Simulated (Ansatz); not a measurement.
**Question.** Name crystals whose computed values (LDA (plane waves, PAW; program Ansatz)) fall in these windows: electron conductivity mass (mₑ) 0.18 to 0.25; gap (eV) 0.25 to 0.33; ε0 62 to 79.

**Answer.** 

```csv
crystal,electron conductivity mass (mₑ),gap (eV),ε0
"CaZrN2, R-3m (Ca on 3a, Zr on 3b, N on 6c)",0.22,0.30,71.8
```
Others may fit too.

Standing as an ambient phase not checked: CaZrN2, R-3m (Ca on 3a, Zr on 3b, N on 6c). The cell was relaxed under the symmetry of its start. Rows with no word on spin ran without spin polarisation. Scalar-relativistic: spin–orbit coupling is off unless named, which matters more the heavier the elements.

Potentials: the later of the program's two PAW sets.
